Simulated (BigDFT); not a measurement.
BigDFT run on Mo(NH)(F)3(Cl) (ClF₃HMoN): self-consistent single point.

Level of theory: PBE, Daubechies wavelet basis, HGH (Krack) norm-conserving potentials made for PBE, isolated boundary conditions (BigDFT).

```xyz
7

Mo    -0.0873     0.1999     0.2747
N      0.2025    -0.9004    -1.0168
H      0.3381    -1.5794    -1.7520
F      0.9872    -0.4555     1.5365
F     -1.3681     1.2222    -0.4272
F     -1.3939    -0.3264     1.3958
Cl     1.3214     1.8396    -0.0110
```
Charge 0, spin multiplicity 1.

Reference input (self-consistent single point, DFT, PBE, Daubechies wavelet basis, HGH (Krack) norm-conserving potentials made for PBE, isolated boundary conditions): basis = Daubechies wavelets; dft.hgrids = 0.324 bohr; dft.rmult = 5 8; dft.ixc = 11; potentials = built-in HGH-K PBE; boundary_conditions = free; dft.gnrm_cv = 1e-04; dft.itermax = 80; dft.idsx = 6; dft.nrepmax = 3. This run's input differs from it in these lines:

```diff
@@ -2,4 +2,4 @@
 dft:
-  hgrids: 0.324
-  rmult: [5, 8]
+  hgrids: 0.356
+  rmult: [5, 7]
   ixc: 11
```

Output (repeated stretches shortened):

```
  #------------------------------------------------------------------- Self-Consistent Cycle
 Ground State Optimization:
 - Hamiltonian Optimization: &itrp001
   - Subspace Optimization: &itrep001-01
       Wavefunctions Iterations:
 iter:  1, EKS: -1.65124901427811949E+02, gnrm:  2.87E-01, D:  1.32E+00,
 iter:  2, EKS: -1.66275051112077364E+02, gnrm:  1.57E-01, D: -1.15E+00,
 iter:  3, EKS: -1.66452766134531771E+02, gnrm:  1.07E-01, D: -1.78E-01,
 iter:  4, EKS: -1.66523297862290576E+02, gnrm:  7.24E-02, D: -7.05E-02,
 iter:  5, EKS: -1.66564881399418510E+02, gnrm:  2.84E-02, D: -4.16E-02,
   [... lines left out ...]
 iter:  18, EKS: -1.66585740473628078E+02, gnrm:  2.72E-04, D: -2.06E-06,
 iter:  19, EKS: -1.66585741798119102E+02, gnrm:  2.13E-04, D: -1.32E-06,
 iter:  20, EKS: -1.66585742666303076E+02, gnrm:  1.75E-04, D: -8.68E-07,
 iter:  21, EKS: -1.66585743458433228E+02, gnrm:  1.43E-04, D: -7.92E-07,
 iter:  22, EKS: -1.66585744020693454E+02, gnrm:  1.24E-04, D: -5.62E-07,
 iter:  23, EKS: -1.66585744540216922E+02, gnrm:  1.06E-04, D: -5.20E-07,
 iter:  24, EKS: -1.66585744981381850E+02, gnrm:  8.33E-05, D: -4.41E-07,
       -  &FINAL001  { #---------------------------------------------------------- iter: 25
 iter:  25, EKS: -1.66585745283954907E+02, gnrm:  8.33E-05, D: -3.03E-07,  #FINAL
        #Eigenvalues and New Occupation Numbers
       Orbitals: [
   [... 21 lines left out ...]
 Last Iteration                        : *FINAL001
  #---------------------------------------------------------------------- Forces Calculation
 Total electronic charge               :  47.999995250738
 Electric Dipole Moment (AU):
   P vector                            :  [  2.749834E-01, -4.214736E-01, -6.859253E-01 ]
   norm(P)                             :  8.50734668E-01
 Electric Dipole Moment (Debye):
   P vector                            :  [  6.98938E-01, -1.071279E+00, -1.743448E+00 ]
   norm(P)                             :  2.16235164E+00
 BigDFT infocode                       :  0
   [... lines left out ...]
 -  {F: [ 3.944875698414E-02, -3.592648038868E-02,  3.961572499373E-02]} # 0004
 -  {F: [-3.692687804223E-02,  2.729080968066E-02, -2.683647602923E-02]} # 0005
 -  {F: [-3.328988209182E-02, -1.279335009421E-03,  3.544508251363E-02]} # 0006
 -  {Cl: [ 1.845659702637E-02,  3.641508578622E-02, -2.195482272331E-03]} # 0007
 Energy (Hartree)                      : -1.66585745283954907E+02
 Force Norm (Hartree/Bohr)             :  1.25352726558628946E-01
```

The run converged in 25 iterations. Against the reference run the free energy goes up by 58.1 meV/atom and the largest force goes from 3.370 to 3.417 eV/Å.

The grid can part forces that symmetry would make equal. Forces above 1 eV/Å remain at this geometry. This run is one point of a test of settings, so its values need not be converged; read them against the reference run alone. The geometry comes from a cheaper method or was typed, in some cases with atoms then moved at random; it is not relaxed at this level, and the species need not be a known compound. A coarse multiplier of 5 or less cuts the tails of heavy atoms' orbitals, which raises levels.

Cost on one core: around 3 core-minutes (rough).
